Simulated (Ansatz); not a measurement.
An Ansatz (a quantum-chemistry and plane-wave program) input:

Ansatz 0.2 input:
```yaml
crystal:
  lattice:
    - [3.9352190589, 0.0, 0.0]
    - [-1.9676095295, 3.4079996745, 0.0]
    - [0.0, 0.0, 6.1263162775]
  atoms:
    - { symbol: La, position: [0.3333333333, 0.6666666667, 0.2461278155] }
    - { symbol: La, position: [0.6666666667, 0.3333333333, 0.7538721845] }
    - { symbol: O, position: [0.0, 0.0, 0.0] }
    - { symbol: O, position: [0.3333333333, 0.6666666667, 0.646122882] }
    - { symbol: O, position: [0.6666666667, 0.3333333333, 0.353877118] }
kpoints:
  mp_grid: { grid: [7, 7, 4] }
  band_path:
    path:
      - [[0.0, 0.0, 0.0], [0.5, 0.0, 0.0], [0.3333333333, 0.3333333333, 0.0], [0.0, 0.0, 0.0], [0.0, 0.0, 0.5], [0.5, 0.0, 0.5], [0.3333333333, 0.3333333333, 0.5], [0.0, 0.0, 0.5]]  # Γ-M-K-Γ-A-L-H-A
      - [[0.5, 0.0, 0.5], [0.5, 0.0, 0.0]]  # L-M
      - [[0.3333333333, 0.3333333333, 0.5], [0.3333333333, 0.3333333333, 0.0]]  # H-K
      - [VBM, CBM]
    npoints: 8
hamiltonian:
  xc: r2scan
  pseudopotentials: { kind: paw }
magnetization: { noncollinear: true, spin_orbit: true }
scf:
  n_extra_bands: 12
  convergence: { dr2_threshold: 0.0000000001 }
  occupations: { method: gaussian, width: 0.01 }
checkpoint: { write: soc.run }
output: { eigenvalues: true }
```

**Question.** How many symmetry operations and irreducible k-points will the run report?

**Answer.** 12 operations, 28 of 196 k-points.

**Question.** With a cutoff of 500 eV, how many plane waves at Γ?

**Answer.** 2069.

It took roughly 5 core-minutes on shared server cores.

Space group P-3m1 (La2O3 or Ni2Al3 type). Symmetry was held in the r²SCAN relaxation.

Potentials: the later of the program's two PAW sets.

Ansatz is a plane-wave DFT program.
